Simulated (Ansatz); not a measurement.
## Ta₄C₃: moving Ta off its site

Ta₄C₃, R3m, a = 3.103 Å, c = 30.494 Å. The structure is a Materials Project entry; whether it is the stable form wasn't checked. Ansatz: PBEsol, PAW, 420 eV, Γ-centred 12×12×12 mesh on 7 atoms, Gaussian smearing 0.15 eV; no spin polarisation.

```yaml
crystal:
  lattice:
    - [1.55164, 0.89584, 10.16451]
    - [-1.55164, 0.89584, 10.16451]
    - [0.00000, -1.79168, 10.16451]
  atoms:
    - { symbol: Ta, position: [0.37337, 0.37337, 0.37337] }
    - { symbol: Ta, position: [0.62446, 0.62446, 0.62446] }
    - { symbol: Ta, position: [0.20962, 0.20962, 0.20962] }
    - { symbol: Ta, position: [0.79440, 0.79440, 0.79440] }
    - { symbol: C, position: [0.50259, 0.50259, 0.50259] }
    - { symbol: C, position: [0.99602, 0.99602, 0.99602] }
    - { symbol: C, position: [0.08454, 0.08454, 0.08454] }
```

Atom 4 (Ta) moves by x along the unit vector (0.000, 0.000, 1.000), with its periodic images; all else is held. y is the free energy of the cell over the start, F the force along the path summed over the moved atoms.

```tsv
x (Å)	y (meV)	F (eV/Å)
-0.200	408.7	3.87
-0.150	?	?
-0.100	108.3	2.10
-0.050	27.9	1.10
0.000	0.0	0.01
0.050	28.6	-1.16
0.100	117.0	-2.38
0.150	267.6	-3.64
0.175	366.6	-4.28
0.200	481.7	-4.92
```

Fit y = c2 x² + c3 x³ + c4 x⁴ to the energies of the other rows, give the force constant, and predict energy and force of the missing row.

Least squares on the rows shown. y = 11311 x² + 4559.3 x³ − 4522.8 x⁴. The force constant is 2 c2 = 22.6 eV/Å² (for all images moving together, not for a lone atom). The force −dy/dx at the missing row is 3.02 eV/Å (computed 3.01). At x = -0.150 the fit asked for gives 236.8 meV. The run gave 236.6 meV, so the fit is 0.2 meV too high, within twice the rms miss on the fitted rows (0.2 meV).

Spin–orbit coupling is left out, which can shift energies with elements as heavy as these.